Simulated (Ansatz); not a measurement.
MoW:
```cif
data_Mo4W4
_chemical_formula_sum 'W4 Mo4'
_space_group_name_H-M_alt 'Cmcm'
_space_group_IT_number 63
_space_group_name_Hall '-C 2c 2'
_cell_length_a 2.58572
_cell_length_b 10.61229
_cell_length_c 4.68799
_cell_angle_alpha 90.000
_cell_angle_beta 90.000
_cell_angle_gamma 90.000
loop_
_space_group_symop_operation_xyz
  'x, y, z'
  '-x, -y, -z'
  '-x, -y, z+1/2'
  'x, y, -z+1/2'
  'x, -y, -z'
  '-x, y, z'
  '-x, y, -z+1/2'
  'x, -y, z+1/2'
  'x+1/2, y+1/2, z'
  '-x+1/2, -y+1/2, -z'
  '-x+1/2, -y+1/2, z+1/2'
  'x+1/2, y+1/2, -z+1/2'
  'x+1/2, -y+1/2, -z'
  '-x+1/2, y+1/2, z'
  '-x+1/2, y+1/2, -z+1/2'
  'x+1/2, -y+1/2, z+1/2'
loop_
_atom_site_label
_atom_site_type_symbol
_atom_site_symmetry_multiplicity
_atom_site_Wyckoff_symbol
_atom_site_fract_x
_atom_site_fract_y
_atom_site_fract_z
_atom_site_occupancy
W1 W 4 c 0.00000 0.32071 0.25000 1
Mo1 Mo 4 c 0.00000 0.06890 0.25000 1
```
(The calculation used a cell of 4 atoms; values per cell refer to that cell.)

Relaxed with r²SCAN.

**Question.** Which orbitals make up the states near the Fermi level in plane-wave PAW r²SCAN (Ansatz code)?

**Answer.** Within 0.5 eV of the Fermi level: Mo 4d 47 %, W 5d 41 %, outside the projected shells 5 %. Projections are on Löwdin-orthogonalised atomic valence shells; empty p or d shells of many metals are not among them.

**Question.** Tabulate the density of states.

**Answer.** States/eV per cell of 4 atoms, in 0.25 eV bins, energy from the Fermi level.

| E (eV) | total | Mo 4d | W 5d | W 6s |
|---|---|---|---|---|
| -7.85 | 0.27 | 0.00 | 0.00 | 0.14 |
| -7.60 | 0.34 | 0.01 | 0.01 | 0.18 |
| -7.35 | 0.41 | 0.02 | 0.02 | 0.23 |
| -7.10 | 0.45 | 0.03 | 0.02 | 0.25 |
| -6.85 | 0.48 | 0.04 | 0.03 | 0.26 |
| -6.60 | 0.55 | 0.06 | 0.05 | 0.29 |
| -6.35 | 0.68 | 0.10 | 0.09 | 0.32 |
| -6.10 | 1.10 | 0.19 | 0.22 | 0.44 |
| -5.85 | 1.25 | 0.27 | 0.27 | 0.46 |
| -5.60 | 2.25 | 0.85 | 0.61 | 0.54 |
| -5.35 | 2.89 | 1.16 | 0.94 | 0.49 |
| -5.10 | 3.17 | 1.18 | 1.24 | 0.29 |
| -4.85 | 3.26 | 1.24 | 1.26 | 0.27 |
| -4.60 | 3.90 | 1.53 | 1.68 | 0.22 |
| -4.35 | 4.11 | 1.60 | 1.99 | 0.10 |
| -4.10 | 4.84 | 1.96 | 2.28 | 0.13 |
| -3.85 | 4.71 | 2.11 | 2.17 | 0.09 |
| -3.60 | 5.42 | 2.57 | 2.45 | 0.11 |
| -3.35 | 4.42 | 2.21 | 1.93 | 0.07 |
| -3.10 | 3.90 | 1.99 | 1.64 | 0.06 |
| -2.85 | 4.07 | 2.03 | 1.73 | 0.08 |
| -2.60 | 4.01 | 2.06 | 1.65 | 0.09 |
| -2.35 | 4.91 | 2.58 | 1.94 | 0.11 |
| -2.10 | 5.50 | 2.65 | 2.36 | 0.15 |
| -1.85 | 4.14 | 1.97 | 1.77 | 0.11 |
| -1.60 | 4.12 | 1.93 | 1.78 | 0.10 |
| -1.35 | 4.26 | 2.01 | 1.78 | 0.13 |
| -1.10 | 3.55 | 1.61 | 1.54 | 0.10 |
| -0.85 | 3.76 | 1.67 | 1.66 | 0.10 |
| -0.60 | 3.27 | 1.42 | 1.41 | 0.10 |
| -0.35 | 2.84 | 1.31 | 1.15 | 0.10 |
| -0.10 | 2.94 | 1.31 | 1.27 | 0.10 |
| 0.15 | 3.83 | 1.86 | 1.53 | 0.12 |
| 0.40 | 3.46 | 1.69 | 1.39 | 0.10 |
| 0.65 | 4.03 | 1.84 | 1.78 | 0.12 |
| 0.90 | 4.16 | 1.97 | 1.89 | 0.09 |
| 1.15 | 4.31 | 2.15 | 1.91 | 0.07 |
| 1.40 | 4.77 | 2.41 | 2.01 | 0.09 |
| 1.65 | 3.61 | 1.82 | 1.50 | 0.06 |
| 1.90 | 3.40 | 1.78 | 1.36 | 0.06 |
| 2.15 | 3.03 | 1.66 | 1.22 | 0.04 |
| 2.40 | 2.97 | 1.57 | 1.24 | 0.04 |
| 2.65 | 2.78 | 1.45 | 1.18 | 0.04 |
| 2.90 | 2.88 | 1.43 | 1.28 | 0.04 |

The start of the workflow was typed in or built on a structure type; neither database checked (COD, Materials Project) lists it. Its standing as an ambient phase is unchecked. Symmetry was held in the r²SCAN relaxation; whether a distortion lowers the energy is not shown. No spin polarisation was allowed. Its formation energy is positive at this level, so the cell may be metastable or incomplete. Spin–orbit coupling is left out wherever it is not named.

Potentials: the earlier of the program's two PAW sets.
